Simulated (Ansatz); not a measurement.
**Computed properties of Mo**

Mo:
```cif
data_Mo
_chemical_formula_sum 'Mo1'
_space_group_name_H-M_alt 'P 1'
_space_group_IT_number 1
_cell_length_a 2.57491
_cell_length_b 2.57491
_cell_length_c 2.57491
_cell_angle_alpha 90.000
_cell_angle_beta 90.000
_cell_angle_gamma 90.000
loop_
_space_group_symop_operation_xyz
  'x, y, z'
loop_
_atom_site_label
_atom_site_type_symbol
_atom_site_fract_x
_atom_site_fract_y
_atom_site_fract_z
_atom_site_occupancy
Mo1 Mo 0.00000 0.00000 0.00000 1
```

Space group Pm-3m (No. 221), simple cubic; conventional cell a = b = c = 2.5749 Å, α = β = γ = 90.00°.

Method: PBEsol in the plane-wave PAW code Ansatz. Structure relaxed to zero pressure with the same functional. Other levels are named where they apply.

**Cell and energy**

```
Quantity              Value
---------------  ----------
Volume per atom    17.07 Å³
Density          9.33 g/cm³
```

**Electronic structure**

```
Property                                                                   Result
------------------------------------  -------------------------------------------
Electronic character                                            metallic (no gap)
Density of states at the Fermi level  1.3 states/eV per atom (mean over ±0.08 eV)
Gap with spin–orbit coupling                                      none (metallic)
```

**Mechanics**

```
Item                                                                   Result
-------------------------------------  --------------------------------------
Bulk modulus (Birch–Murnaghan fit)                                  2050 kbar
Pressure derivative B′                                                    3.7
Elastic constants (relaxed ions, GPa)       C11 = 427, C12 = 92.0, C44 = -102
Mechanical stability                   unstable (C has a negative eigenvalue)
```

The cell is a constructed one: a structure type filled with these elements; neither database checked (COD, Materials Project) lists it. It is not the phase usual at ambient conditions (space group No. 229). Symmetry was held in the PBEsol relaxation. The run is not spin-polarised. As this level gives no gap, shear constants depend on the k-mesh and smearing (Fermi–Dirac, 0.1 eV here). On the denser mesh and wider smearing of the elastic run this cell carries a stress of 0.8 GPa. Spin–orbit coupling is left out wherever it is not named.

Potentials: the later of the program's two PAW sets.
